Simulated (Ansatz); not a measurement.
Values for one crystal, relaxed and computed with PBEsol in the plane-wave PAW code Ansatz; other levels are named.

| Property | Value |
|---|---|
| Volume per atom | 15.09 Å³ |
| Electronic character | metallic (no gap) |
| Gap with spin–orbit coupling | none (metallic) |
| Formation energy from the elements (no fitted shifts) | 0.009 eV/atom |
| Pressure derivative B′ | 4.4 |
| Poisson's ratio | 0.32 |
| Density of states at the Fermi level | 0.97 states/eV per atom (mean over ±0.08 eV) |

Question: Which of these materials gives this?
(A) AlOs, CsCl type
(B) Mo3Os, A15 (Cr3Si type)
(C) Co3Mo, P6_3/mmc (Co on 6h, Mo on 2c)
(D) MoRh3, P6_3/mmc (Mo on 2c, Rh on 6h)

Answer: B, Mo3Os, A15 (Cr3Si type)

Space group Pm-3n (A15 (Cr3Si type)). The workflow started from a Materials Project entry (that database holds measured and hypothetical structures alike); the Crystallography Open Database files this formula in space group No. 223, but the cells were not matched. Whether it is the stable phase at ambient conditions was not checked. Symmetry was held in the PBEsol relaxation; its stability against distortions is not shown here. The run is not spin-polarised. The references are the lowest solids computed at this level, not always the standard phases. Scalar-relativistic: spin–orbit coupling is off unless named, which matters more the heavier the elements.

Potentials: the later of the program's two PAW sets.
